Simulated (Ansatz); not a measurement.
## Step by step: Au, 30 steps of 3.0 fs from 500 K

The calculation used DFT, LDA, PAW with Ansatz's default frozen-core files, scalar-relativistic in Ansatz 0.2.0.

Command: `ansatz run input.yaml --threads 2 --pin off --max-ram 4096MiB --backend cpu --events-out ev --progress --plain --runs-dir out` The run took 2.4 min on 2 threads of Arm Neoverse V2, with other jobs on the host, peak memory 0.49 GiB.

```yaml
crystal:
  lattice:
    - [0.0, 4.07, 4.07]
    - [4.07, 0.0, 4.07]
    - [2.035, 2.035, 0.0]
  atoms:
    - { symbol: Au, position: [0.0, 0.0, 0.0] }
    - { symbol: Au, position: [0.0, 0.5, 0.0] }
    - { symbol: Au, position: [0.5, 0.0, 0.0] }
    - { symbol: Au, position: [0.5, 0.5, 0.0] }
kpoints:
  mp_grid: { grid: [4, 4, 8] }
scf:
  occupations: { method: fermi_dirac, width: 0.08 }
hamiltonian:
  xc: lda
  pseudopotentials: { kind: paw }
output:
  forces: true
  stress: true
md:
  timestep: 3.0
  n_steps: 30
  ensemble: nvt_langevin
  temperature: 500
  initial_velocities: maxwell_boltzmann
  seed: 953603
```

No spin–orbit coupling, which matters for the heavy atoms here.

The cell comes from COD entry 1100138, which wasn't checked; take it as a given geometry. It is an old determination, and later ones may differ.

The cutoff is 420 eV; energies and pressures of the walk include the program's estimate of the Pulay term. The PAW files were made with PBE; their cores are remade for this functional.

Each frame lists Cartesian positions (Å) and forces (eV/Å). Free energies count from the first step, -51459.6681 eV.

Step 0 (t = 0.0 fs): E = 0.0 meV, T = 375 K

```
Au    0.0000    0.0000    0.0000     0.000   0.000   0.000
Au    2.0350    0.0000    2.0350     0.000   0.000   0.000
Au    0.0000    2.0350    2.0350     0.000   0.000   0.000
Au    2.0350    2.0350    4.0700     0.000   0.000   0.000
```

Step 1 (t = 3.0 fs): E = +0.6 meV, T = 493 K

```
Au    0.0064    0.0029   -0.0044    -0.025  -0.016   0.060
Au    2.0326   -0.0038    2.0405    -0.001   0.035  -0.048
Au   -0.0057    2.0315    2.0340     0.041   0.001  -0.031
Au    2.0373    2.0400    4.0690    -0.016  -0.020   0.018
```

Step 2 (t = 6.0 fs): E = +2.5 meV, T = 475 K

```
Au    0.0130    0.0071   -0.0093    -0.051  -0.037   0.119
Au    2.0298   -0.0078    2.0448     0.000   0.074  -0.089
Au   -0.0112    2.0272    2.0334     0.083   0.006  -0.060
Au    2.0403    2.0455    4.0687    -0.033  -0.043   0.031
```

Step 3 (t = 9.0 fs): E = +5.4 meV, T = 433 K

```
Au    0.0191    0.0122   -0.0139    -0.073  -0.062   0.167
Au    2.0260   -0.0120    2.0485     0.008   0.109  -0.126
Au   -0.0152    2.0223    2.0335     0.116   0.018  -0.083
Au    2.0433    2.0505    4.0695    -0.051  -0.064   0.042
```

Step 4 (t = 12.0 fs): E = +9.4 meV, T = 490 K

```
Au    0.0243    0.0169   -0.0179    -0.089  -0.091   0.214
Au    2.0207   -0.0157    2.0539     0.029   0.131  -0.176
Au   -0.0182    2.0168    2.0344     0.136   0.040  -0.109
Au    2.0467    2.0550    4.0704    -0.076  -0.079   0.071
```

Step 5 (t = 15.0 fs): E = +15.1 meV, T = 567 K

```
Au    0.0291    0.0222   -0.0216    -0.098  -0.129   0.263
Au    2.0143   -0.0191    2.0610     0.057   0.149  -0.243
Au   -0.0213    2.0113    2.0356     0.150   0.066  -0.133
Au    2.0502    2.0592    4.0711    -0.110  -0.086   0.114
```

Step 6 (t = 18.0 fs): E = +22.3 meV, T = 592 K

```
Au    0.0333    0.0290   -0.0249    -0.094  -0.182   0.317
Au    2.0086   -0.0232    2.0693     0.074   0.179  -0.319
Au   -0.0244    2.0065    2.0358     0.172   0.086  -0.139
Au    2.0537    2.0636    4.0731    -0.152  -0.083   0.142
```

Step 7 (t = 21.0 fs): E = +31.0 meV, T = 585 K

```
Au    0.0366    0.0373   -0.0287    -0.078  -0.245   0.373
Au    2.0042   -0.0264    2.0776     0.082   0.218  -0.399
Au   -0.0271    2.0029    2.0351     0.199   0.098  -0.130
Au    2.0577    2.0687    4.0760    -0.203  -0.070   0.156
```

Step 8 (t = 24.0 fs): E = +40.6 meV, T = 488 K

```
Au    0.0386    0.0462   -0.0325    -0.053  -0.312   0.426
Au    2.0001   -0.0280    2.0849     0.091   0.252  -0.480
Au   -0.0290    2.0005    2.0345     0.221   0.109  -0.113
Au    2.0625    2.0737    4.0794    -0.259  -0.050   0.167
```

Step 9 (t = 27.0 fs): E = +49.9 meV, T = 480 K

```
Au    0.0397    0.0545   -0.0348    -0.024  -0.377   0.462
Au    1.9954   -0.0283    2.0921     0.102   0.280  -0.551
Au   -0.0307    1.9991    2.0333     0.239   0.120  -0.079
Au    2.0672    2.0783    4.0838    -0.317  -0.024   0.168
```

Step 10 (t = 30.0 fs): E = +59.7 meV, T = 443 K

```
Au    0.0403    0.0615   -0.0368     0.008  -0.440   0.488
Au    1.9897   -0.0281    2.0992     0.117   0.304  -0.617
Au   -0.0322    1.9986    2.0310     0.255   0.128  -0.033
Au    2.0720    2.0823    4.0889    -0.380   0.008   0.162
```

Step 11 (t = 33.0 fs): E = +70.8 meV, T = 455 K

```
Au    0.0402    0.0680   -0.0403     0.042  -0.502   0.522
Au    1.9837   -0.0270    2.1062     0.134   0.324  -0.693
Au   -0.0333    1.9982    2.0288     0.267   0.136   0.006
Au    2.0764    2.0861    4.0935    -0.443   0.042   0.164
```

Step 12 (t = 36.0 fs):

```
Au    0.0396    0.0743   -0.0446
Au    1.9785   -0.0250    2.1127
Au   -0.0345    1.9975    2.0266
Au    2.0805    2.0898    4.0972
```

Step 13 (t = 39.0 fs): E = +94.9 meV, T = 275 K

```
Au    0.0387    0.0792   -0.0479     0.112  -0.619   0.592
Au    1.9740   -0.0233    2.1188     0.163   0.356  -0.847
Au   -0.0358    1.9967    2.0240     0.287   0.154   0.073
Au    2.0846    2.0928    4.0999    -0.563   0.109   0.182
```

Step 14 (t = 42.0 fs): E = +107.8 meV, T = 322 K

```
Au    0.0377    0.0833   -0.0497     0.151  -0.679   0.610
Au    1.9690   -0.0221    2.1255     0.186   0.364  -0.925
Au   -0.0372    1.9959    2.0205     0.292   0.166   0.119
Au    2.0889    2.0951    4.1020    -0.629   0.148   0.196
```

Step 15 (t = 45.0 fs): E = +121.1 meV, T = 269 K

```
Au    0.0360    0.0869   -0.0510     0.195  -0.739   0.615
Au    1.9631   -0.0202    2.1319     0.219   0.359  -1.006
Au   -0.0380    1.9957    2.0164     0.286   0.184   0.171
Au    2.0926    2.0958    4.1029    -0.700   0.196   0.220
```

Step 16 (t = 48.0 fs): E = +134.1 meV, T = 258 K

```
Au    0.0346    0.0908   -0.0531     0.239  -0.796   0.614
Au    1.9574   -0.0174    2.1367     0.255   0.347  -1.083
Au   -0.0378    1.9961    2.0116     0.272   0.203   0.221
Au    2.0953    2.0953    4.1026    -0.766   0.246   0.249
```

Step 17 (t = 51.0 fs): E = +148.1 meV, T = 281 K

```
Au    0.0341    0.0948   -0.0564     0.280  -0.853   0.616
Au    1.9520   -0.0145    2.1409     0.291   0.335  -1.162
Au   -0.0372    1.9963    2.0060     0.257   0.222   0.266
Au    2.0972    2.0940    4.1015    -0.828   0.296   0.280
```

Step 18 (t = 54.0 fs): E = +163.2 meV, T = 259 K

```
Au    0.0337    0.0985   -0.0587     0.321  -0.911   0.609
Au    1.9461   -0.0119    2.1451     0.335   0.317  -1.242
Au   -0.0363    1.9965    2.0003     0.238   0.245   0.315
Au    2.0992    2.0921    4.0998    -0.894   0.349   0.318
```

Step 19 (t = 57.0 fs): E = +179.8 meV, T = 291 K

```
Au    0.0327    0.1020   -0.0612     0.369  -0.972   0.604
Au    1.9409   -0.0094    2.1492     0.372   0.306  -1.322
Au   -0.0351    1.9976    1.9940     0.224   0.260   0.373
Au    2.1019    2.0902    4.0987    -0.965   0.405   0.345
```

Step 20 (t = 60.0 fs): E = +199.0 meV, T = 298 K

```
Au    0.0321    0.1054   -0.0645     0.418  -1.036   0.610
Au    1.9358   -0.0080    2.1537     0.404   0.306  -1.409
Au   -0.0335    1.9994    1.9874     0.217   0.268   0.432
Au    2.1050    2.0886    4.0980    -1.039   0.462   0.367
```

Step 21 (t = 63.0 fs): E = +217.8 meV, T = 225 K

```
Au    0.0323    0.1081   -0.0674     0.458  -1.093   0.618
Au    1.9303   -0.0074    2.1579     0.437   0.309  -1.489
Au   -0.0318    2.0013    1.9816     0.213   0.273   0.482
Au    2.1082    2.0872    4.0977    -1.108   0.511   0.388
```

Step 22 (t = 66.0 fs): E = +234.0 meV, T = 201 K

```
Au    0.0321    0.1099   -0.0700     0.487  -1.136   0.628
Au    1.9240   -0.0077    2.1612     0.470   0.314  -1.554
Au   -0.0299    2.0034    1.9780     0.209   0.276   0.517
Au    2.1115    2.0867    4.0983    -1.166   0.546   0.408
```

Step 23 (t = 69.0 fs): E = +245.6 meV, T = 168 K

```
Au    0.0311    0.1112   -0.0727     0.506  -1.163   0.650
Au    1.9182   -0.0081    2.1643     0.496   0.322  -1.608
Au   -0.0268    2.0064    1.9767     0.199   0.276   0.524
Au    2.1129    2.0875    4.0990    -1.201   0.565   0.434
```

Step 24 (t = 72.0 fs): E = +251.1 meV, T = 159 K

```
Au    0.0301    0.1115   -0.0748     0.514  -1.170   0.668
Au    1.9137   -0.0074    2.1674     0.511   0.326  -1.640
Au   -0.0232    2.0106    1.9761     0.186   0.272   0.519
Au    2.1122    2.0895    4.1005    -1.211   0.572   0.453
```

Step 25 (t = 75.0 fs): E = +250.2 meV, T = 189 K

```
Au    0.0303    0.1113   -0.0758     0.507  -1.157   0.675
Au    1.9095   -0.0065    2.1696     0.523   0.325  -1.645
Au   -0.0195    2.0154    1.9761     0.170   0.266   0.507
Au    2.1101    2.0917    4.1023    -1.201   0.566   0.462
```

Step 26 (t = 78.0 fs): E = +242.1 meV, T = 409 K

```
Au    0.0332    0.1110   -0.0752     0.471  -1.117   0.673
Au    1.9041   -0.0056    2.1713     0.541   0.314  -1.619
Au   -0.0155    2.0208    1.9781     0.147   0.265   0.469
Au    2.1052    2.0946    4.1042    -1.159   0.538   0.477
```

Step 27 (t = 81.0 fs): E = +230.0 meV, T = 450 K

```
Au    0.0375    0.1111   -0.0736     0.414  -1.058   0.660
Au    1.8976   -0.0046    2.1722     0.568   0.293  -1.573
Au   -0.0112    2.0262    1.9815     0.112   0.276   0.407
Au    2.0986    2.0996    4.1052    -1.094   0.488   0.506
```

Step 28 (t = 84.0 fs): E = +215.6 meV, T = 665 K

```
Au    0.0405    0.1101   -0.0707     0.349  -0.982   0.640
Au    1.8906   -0.0042    2.1723     0.600   0.267  -1.515
Au   -0.0069    2.0323    1.9862     0.070   0.292   0.330
Au    2.0913    2.1065    4.1047    -1.018   0.424   0.544
```

Step 29 (t = 87.0 fs): E = +199.9 meV, T = 743 K

```
Au    0.0419    0.1085   -0.0669     0.280  -0.896   0.609
Au    1.8824   -0.0036    2.1719     0.630   0.235  -1.439
Au   -0.0029    2.0391    1.9912     0.024   0.307   0.254
Au    2.0822    2.1142    4.1048    -0.933   0.354   0.576
```

Step 30 (t = 90.0 fs): E = +184.2 meV, T = 770 K

```
Au    0.0435    0.1073   -0.0633     0.205  -0.805   0.567
Au    1.8739   -0.0019    2.1708     0.658   0.197  -1.346
Au    0.0011    2.0451    1.9959    -0.027   0.328   0.182
Au    2.0712    2.1216    4.1061    -0.837   0.280   0.597
```

Problem. Give the energy and forces of step 12.

Solution. E = +82.8 meV, T = 348 K
```
Au    0.0396    0.0743   -0.0446     0.077  -0.562   0.562
Au    1.9785   -0.0250    2.1127     0.148   0.342  -0.772
Au   -0.0345    1.9975    2.0266     0.279   0.145   0.038
Au    2.0805    2.0898    4.0972    -0.503   0.076   0.172
```

Problem. What is the mean temperature over the last 16 frames?

Solution. 352 K; so short a run of so small a cell isn't equilibrated.
